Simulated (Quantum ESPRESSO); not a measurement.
```cif
data_Cl2Sr
_chemical_formula_sum 'Cl2 Sr1'
_space_group_name_H-M_alt 'P 1'
_space_group_IT_number 1
_cell_length_a 4.88333
_cell_length_b 4.88333
_cell_length_c 4.88333
_cell_angle_alpha 60.000
_cell_angle_beta 60.000
_cell_angle_gamma 60.000
loop_
_space_group_symop_operation_xyz
  'x, y, z'
loop_
_atom_site_label
_atom_site_type_symbol
_atom_site_fract_x
_atom_site_fract_y
_atom_site_fract_z
_atom_site_occupancy
Cl1 Cl 0.75000 0.75000 0.75000 1
Cl2 Cl 0.25000 0.25000 0.25000 1
Sr1 Sr 0.00000 0.00000 0.00000 1
```

Cell and atoms were relaxed with PBEsol from Materials Project entry mp-23209, within its symmetry.

Problem. What does norm-conserving PBEsol (Quantum ESPRESSO, 68 Ry, scalar-relativistic) give for the electronic structure near the Fermi level?

Solution. The PBEsol gap is indirect, 5.26 eV, from X to Γ; the smallest direct gap is 5.34 eV.
